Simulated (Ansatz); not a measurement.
MoIr:
```xyz
2
Lattice="2.7389 0.0000 0.0000 -1.3695 2.3720 0.0000 0.0000 0.0000 4.4041" Properties=species:S:1:pos:R:3 pbc="T T T"
Mo     0.0000     0.0000     0.0000
Ir     0.0000     1.5813     2.2020
```

Relaxed with LDA. Special points in fractions of this cell's reciprocal vectors: Γ (0.000, 0.000, 0.000); M (0.500, 0.000, 0.000); K (0.333, 0.333, 0.000); A (0.000, 0.000, 0.500); L (0.500, 0.000, 0.500); H (0.333, 0.333, 0.500).

### Question
List the band energies nearest the Fermi level at these points for the program Ansatz at the LDA level (PAW).

### Answer
In eV from the Fermi level; about four levels below and three above (degenerate sets whole), none deeper than 8.9 eV; … stands for higher levels left out; points with the same levels are listed once.

```tsv
k	below	above
Γ	-1.40 -1.40 -0.66 -0.66	0.78 …
M	-3.02 -2.01 -1.87 -1.23	1.12 3.28 4.44
K	-4.14 -3.58 -1.97 -0.37	1.57 2.20 2.36
A	-3.48 -3.48 -2.13 -2.08 -2.08	0.78 0.78 …
L	-5.10 -3.98 -1.78 -0.14	0.53 1.33 1.48
H	-3.70 -1.52 -0.82 -0.26	1.33 2.94 7.99
```

Space group P-6m2. The workflow started from a Materials Project entry (that database holds measured and hypothetical structures alike); the Crystallography Open Database copy checked does not list it. COD files the formula under space group No. 51. With Mo and Ir taken as one species the cell has the higher symmetry P6_3/mmc, so it may be an ordered model of a mixed-site phase. Its standing as an ambient phase is unchecked. The LDA relaxation kept the symmetry of its start; its stability against distortions is not shown here. No spin polarisation was allowed. Spin–orbit coupling is left out wherever it is not named.

Potentials: the later of the program's two PAW sets.
